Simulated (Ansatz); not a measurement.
VPt3: pressure against volume

VPt3, Pm-3m, a = 3.870 Å. The structure is a COD entry; whether it is the stable form wasn't checked. Ansatz: PBEsol, PAW, 420 eV, Γ-centred 12×12×12 mesh on 4 atoms, Gaussian smearing 0.10 eV; collinear spin, largest moment 1.4 μB. Symmetry fixes shape and atoms, so the cell is only scaled; pressure is positive in compression.

| V (Å³/atom) | P (GPa) |
| --- | --- |
| 12.748 | 48.16 |
| 13.183 | 32.66 |
| 13.617 | 19.74 |
| 14.052 | 8.98 |
| 14.486 | 0.00 |
| 14.921 | -7.48 |
| 15.356 | ? |
| 15.935 | -20.33 |

Q: Take V0 = 14.486 Å³/atom, fit the third-order Birch–Murnaghan form to the other rows, and predict the missing pressure.

A: With the Eulerian strain f = ½[(V0/V)^(2/3) − 1] and y = P/[3f(1 + 2f)^(5/2)], the form is the line y = B0 + 1.5 B0 (B0′ − 4) f. Rows (f, y): 0.04447, 291.7; 0.03243, 286.9; 0.02105, 282.0; 0.01024, 277.9; -0.00977, 268.1; -0.03079, 258.0. Means f = 0.01127, y = 277.43; Σ(Δf)² = 0.003858, ΣΔfΔy = 1.732; the slope is their ratio. y = 272.4 + 448.9 f GPa, so B0 = 272.4 GPa and B0′ = 4 + 2 × (448.9)/(3 × 272.4) = 5.10. At V = 15.356, f = -0.01907, y = 263.84 and P = -13.70 GPa. The run gave -13.70 GPa, the same to the digits shown. Note that the largest moment runs from 1.22 to 1.50 μB along the series.

The largest moment runs from 1.22 to 1.50 μB along the series, so B0 and B0′ hold the change of the moment too.

Spin–orbit coupling is left out, which can shift energies with elements as heavy as these.

Cost: 8 runs of about 6.9 core-minutes in all, on Arm Neoverse V1 (shared hosts).